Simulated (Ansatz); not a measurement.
## Barrier of one jump, Si in Si

These are results of Ansatz, DFT LDA, scalar-relativistic, plane waves, PAW, not measurements. Run with 420 eV cutoff, 2×2×2 k-mesh, shifted by half a step, Gaussian smearing of 0.02 eV, no spin polarisation.

Host crystal, relaxed:

```yaml
crystal:
  lattice:
    - [0.00000, 2.70097, 2.70097]
    - [2.70097, 0.00000, 2.70097]
    - [2.70097, 2.70097, 0.00000]
  atoms:
    - { symbol: Si, position: [0.75000, 0.75000, 0.75000] }
    - { symbol: Si, position: [0.50000, 0.50000, 0.50000] }
```

In a supercell of 32 host sites with charge +2, Si trades places with a neighbouring Si vacancy, moving 2.43 Å between the relaxed ends. Climbing-image nudged elastic band at fixed cell with images 0 (start) to 6 (end), the path measured over all atoms, converged to 0.05 eV/Å; the order of the saddle wasn't checked, and the small cell leaves errors of about a tenth of an eV.

Supercell rows in host cell vectors: 1 1 -3; -3 1 1; 1 1 1. Si was set at (0.750, 0.750, 0.750) of the host cell.

At the relaxed start Si has 3 Si at 2.34 Å.

Q: What barrier does the band give, and what surrounds the atom at the top?

A: 0.65 eV at image 3, where Si has 6 Si at 2.79 Å.

Cost: 1 run of about 15 core-minutes, on Intel Xeon Processor @ 2.50GHz (Skylake/Cascade Lake) (shared hosts).